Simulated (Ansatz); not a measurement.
# Ansatz 0.2.0, relaxation: NaIO₂

Run with:

```bash
ansatz run input.yaml --threads 2 --pin off --max-ram 3584MiB --backend cpu --events-out ev --progress --plain --runs-dir out
```

input.yaml:

```yaml
crystal:
  lattice:
    - [0.0, 5.039185, 0.0]
    - [5.039185, 0.0, 0.0]
    - [2.519593, 2.519593, -5.686667]
  atoms:
    - { symbol: O, position: [0.219, 0.219, 0.562] }
    - { symbol: O, position: [0.969, 0.469, 0.062] }
    - { symbol: O, position: [0.531, 0.031, 0.938] }
    - { symbol: O, position: [0.781, 0.781, 0.438] }
    - { symbol: I, position: [0.0, 0.0, 0.0] }
    - { symbol: I, position: [0.75, 0.25, 0.5] }
    - { symbol: Na, position: [0.5, 0.5, 0.0] }
    - { symbol: Na, position: [0.25, 0.75, 0.5] }
  symmetry: { tolerance: 0.0003 }
kpoints:
  mp_grid: { grid: [6, 6, 6], shift: [0, 0, 0] }
magnetization:
  spin_polarized: false
scf:
  occupations: { method: gaussian, width: 0.0464 }
  lower_state_search: "off"
hamiltonian:
  pseudopotentials: { kind: paw }
  xc: pbe
basis:
  ecutwfc: 420
  fft_grid_basis: typed
relax:
  max_steps: 80
  cell: { p_target: 5.0 }
  f_tol: 0.03
output:
  forces: true
  stress: true
  eigenvalues: true
  bader: true
  populations: true
  elf: true
  write_potential: true
  volumetric_format: npy
  dos:
    e_range: [-12, 8]
    de: 0.05
    projected: { site_lists: { I: [I], Na: [Na], O: [O] } }
checkpoint:
  read: saved_state
```

Origin of the cell: a known structure type with other elements, at an estimated volume, so it need not be a known compound.

The saved state is a converged single point of the same cell.

Steps («new basis» is an SCF on plane waves selected anew at the same cell):

```
step  ΔH (meV/atom)  max force component (eV/Å)  P (GPa)  volume (Å³)  SCF iterations   step was
   1            0.0                       0.280    -6.69       144.40               6   accepted
   2         -118.6                       0.126     0.82       128.28               7   accepted
   3         -166.2                       0.043     5.81       120.99               7   accepted
   4         -207.5                       0.387     8.68       117.70               7   accepted
   5         -244.6                       0.409     8.20       117.11               7   accepted
   6         -253.6                       0.063     5.20       119.00               7   accepted
   7         -254.5                       0.007     5.00       119.20               6   accepted
   8         -253.5                       0.007     4.85       119.20               8  new basis
   9         -253.6                       0.001     5.01       119.07               4   accepted
  10         -253.6                       0.001     5.01       119.07               7  new basis
```

The starting structure.

Space group I4_1/amd (No. 141); the run's cell has a = 5.039 Å, b = 5.039 Å, c = 6.711 Å, α = 67.95°, β = 67.95°, γ = 90.00°. Shortest distances: I–O 2.49 Å, Na–O 2.54 Å, O–O 3.30 Å, I–Na 3.56 Å.

The relaxed structure.

Space group I4_1/amd (No. 141); the run's cell has a = 5.154 Å, b = 5.154 Å, c = 5.777 Å, α = 63.50°, β = 63.50°, γ = 90.00°. Shortest distances: I–O 2.13 Å, Na–O 2.36 Å, O–O 3.27 Å, I–Na 3.42 Å, Na–Na 3.42 Å, I–I 3.42 Å.

```xyz
8
Lattice="0.0000 5.1544 0.0000 5.1544 0.0000 0.0000 2.5772 2.5772 -4.4819" Properties=species:S:1:pos:R:3 pbc="T T T"
O     2.5772    2.5772   -2.3552
O     2.5772    5.1544   -0.1142
O     2.5772    5.1544   -4.3677
O     5.1544    5.1544   -2.1267
I     0.0000    0.0000    0.0000
I     2.5772    5.1544   -2.2410
Na    2.5772    2.5772    0.0000
Na    5.1544    2.5772   -2.2410
```

* Enthalpy lowered by: 253.6 meV/atom
* Volume change: -17.54 %
* Final pressure: 5.01 GPa
* Relaxation steps listed: 10

Caveats: no spin, though holes on the anions or broken bonds may carry moments; no spin-orbit coupling, though heavy elements are present; the relaxation held the start's symmetry, so the end may be a saddle point.

It ran for 110 s on 2 threads of Arm Neoverse V1, with other jobs on the host, peak memory 0.52 GiB, from a saved density.
